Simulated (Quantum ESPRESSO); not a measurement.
# Planted mistakes on one cell of CaMg2ZnO4

Calculated results; nothing here was measured. They come from pw.x of Quantum ESPRESSO 7.5, a plane-wave density functional program, with PseudoDojo standard norm-conserving files (v0.5 for PBE, v0.4.1 for LDA and PBEsol). The cells are made up: elements, strain and atom displacements were drawn at random, and nothing was relaxed. There is no spin polarisation, spin-orbit coupling or dispersion term.

The cell has 8 sites of a rocksalt lattice. Sites 1 to 4 hold Ca Mg Mg Zn; sites 5 to 8 hold O O O O. Cell vectors in Å: (4.300, -0.003, -0.073); (-0.003, 4.298, -0.036); (-0.073, -0.036, 4.418). Settings: PBE, cutoff 1143 eV, 4 x 4 x 4 k mesh shifted by half a step, Fermi-Dirac smearing of 0.025 eV.

The intended run has a self-consistency threshold of 1e-07 eV, a smearing term of 0.000 eV, a pressure of 12.92 GPa and 11 iterations. Each further run changes one thing: all lengths scaled by 0.9907; atoms of sites 1 and 2 exchanged; cutoff 680 eV; files of LDA; k mesh 1 x 1 x 1; one electron removed; smearing 0.35 eV; threshold 0.8 eV. A coarse mesh keeps the shift, and a charged cell sits in a uniform background.

| run | change of free energy (eV) | smearing term -TS (eV) | change of P (GPa) | largest change of a force component (eV/Å) | iterations |
| --- | --- | --- | --- | --- | --- |
| A | -0.004 | -0.025 | 0.08 | 0.002 | 10 |
| B | -1.067 | 0.000 | -5.45 | 1.014 | 11 |
| C | -9.342 | -0.023 | -29.14 | 0.121 | 16 |
| D | 0.051 | 0.000 | 0.24 | 0.707 | 12 |
| E | 17.921 | 0.000 | -205.13 | 0.128 | 11 |
| F | 12.441 | 0.000 | -11.55 | 0.084 | 11 |
| G | 0.221 | 0.000 | 5.53 | 0.052 | 11 |
| H | 0.212 | 0.000 | 2.04 | 0.262 | 3 |

A rerun of the intended cell at 1437 eV and k mesh 6 x 6 x 6 moved values by no more than 0.002 eV in the cell's energy, 0.05 GPa in stress and 0.005 eV/Å in force.

Question: which change belongs to which run?

## Worked reading

Run H has the fewest iterations, as a run stopped early does. Run A has the largest smearing term, as wide smearing gives. Run E has a higher energy and the largest fall in pressure, as too small a basis gives. Run G changes the volume by a factor of 0.9724; minus its pressure change over the logarithm of that factor, 198 GPa, is a rough bulk modulus with clamped atoms. Energies from files of another functional, or of a charged cell, have another zero and say nothing on stability; the pressure of a charged cell rests on the program's zero of potential too.

## Key

| run | change |
| --- | --- |
| A | smearing 0.35 eV |
| B | k mesh 1 x 1 x 1 |
| C | one electron removed |
| D | atoms of sites 1 and 2 exchanged |
| E | cutoff 680 eV |
| F | files of LDA |
| G | all lengths scaled by 0.9907 |
| H | threshold 0.8 eV |